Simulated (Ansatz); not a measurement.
Se: from a starting cell to a relaxed one

The start is a relaxed Se cell displaced along its unstable phonon at q = (½, ½, ½) of its primitive reciprocal cell (145i cm⁻¹), largest move 0.15 Å. The cell and all atomic positions are relaxed at zero pressure with r2SCAN (plane waves to 500 eV, PAW, scalar-relativistic; Ansatz, a program for electronic structure). First-step values are on the input's coarse k-mesh.

Ansatz input (later rounds restart from its end on a renewed k-mesh):
Ansatz 0.2 input:
```yaml
crystal:
  lattice:
    - [-3.4365255354, 3.4365255354, 3.4365255354]
    - [0, 0, 3.4365255354]
    - [0, 3.4365255354, 0]
  atoms:
    - { symbol: Se, position: [0, -0.0436487372, 0] }
    - { symbol: Se, position: [0.5, 0.0436487372, 0] }
basis: { ecutwfc: 500, ecutrho_ratio: 4, xc_grid: 4, fft_grid_basis: typed }
kpoints: { mp_grid: { grid: [13, 13, 13] } }
hamiltonian:
  xc: r2scan
  dispersion: none
  pseudopotentials: { azcp: { folder: ./paw }, kind: paw }
scf: { occupations: { method: fermi_dirac, width: 0.05 } }
relax: { f_tol: 0.01, max_steps: 100, cell: { stress_tol: 0.02 } }
output: { forces: true, stress: true }
```

Q: What is the largest force in the starting geometry, and on which atom (counted from 1)?

A: 0.73 eV/Å, on Se1, Se2 (atoms numbered as listed).

Q: By how much does the energy per atom fall from start to end?

A: 0.42 eV/atom.

Q: How does the volume per atom move from start to end?

A: +33.7 %, from 20.29 to 27.14 Å³/atom.

Q: Does it find its way back to the structure it was made from?

A: It does not go back: it reaches P4/nmm (No. 129), 0.48 eV/atom below the parent.

Q: How do the shortest distances between atoms change?

A: The closest pairs of elements (up to four, under 3.6 Å), start → end: Se–Se 2.81 → 2.63 Å.

Q: Is the relaxed structure metallic? Give its gap.

A: No gap (metallic).

Q: Write out the relaxed structure.

A: 
Space group P4/nmm, origin choice 1 (No. 129); a = 3.571 Å, b = 3.571 Å, c = 4.256 Å, α = 90.00°, β = 90.00°, γ = 90.00°

| atom | site | symmetry | x | y | z |
|---|---|---|---|---|---|
| Se | 2c | 4mm | 0.0000 | 0.5000 | 0.4118 |

Final values are on a 13×13×11 k-mesh of the relaxed cell. No spin polarisation in the result.

The run could not lose the symmetry of its start, so the end can be a saddle point.

The relaxed structure here is a generated cell of Se: the first start was made by placing the elements on the sites of a structure type, and the end was not matched to a known phase here, so it may be hypothetical. Known forms of Se include space group No. 152.
